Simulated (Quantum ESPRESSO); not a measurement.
## Kohn-Sham bands of TaN (P-6m2)

```
TaN
1.0
    2.93994     0.00000     0.00000
   -1.46997     2.54606     0.00000
    0.00000     0.00000     2.89018
Ta N
1 1
Cartesian
  0.00000   0.00000   1.44509
 -1.46997   0.84869   0.00000
```

Materials Project entry mp-1459; symmetrised, unrelaxed at this level. COD (Crystallography Open Database) has the formula in 5 space groups, this one among them (matched by group alone). Level: PBEsol, spinors with spin-orbit coupling; pw.x of Quantum ESPRESSO at 68 Ry with PseudoDojo potentials, 12×12×6 k-points, Wannier90. Density: 12×12×10 mesh, cold smearing 0.01 Ry.

Energies are relative to the Fermi level; weights are on the orthonormalised atomic waves of the pseudopotential files, averaged over the group. 18 electrons a cell are treated as valence.

```json
[
 {"bands": "1–2", "from (eV)": "-68.40", "to (eV)": "-68.27", "filling": "filled", "weight on atomic waves": "(withheld)"},
 {"bands": "3–4", "from (eV)": "-41.46", "to (eV)": "-41.08", "filling": "filled", "weight on atomic waves": "(withheld)"},
 {"bands": "5–8", "from (eV)": "-33.20", "to (eV)": "-32.02", "filling": "filled", "weight on atomic waves": "(withheld)"},
 {"bands": "9–10", "from (eV)": "-17.83", "to (eV)": "-14.95", "filling": "filled", "weight on atomic waves": "(withheld)"}
]
```

**Question.** Which atomic shells make up each group?

**Answer.** 
- 1–2, weight on atomic waves: Ta 5s 96 %
- 3–4, weight on atomic waves: Ta 5p 98 %
- 5–8, weight on atomic waves: Ta 5p 97 %
- 9–10, weight on atomic waves: N 2s 68 %, Ta 5d 18 %, Ta 6s 10 %

No gap over 0.05 eV opens at the Fermi level at this level of theory.
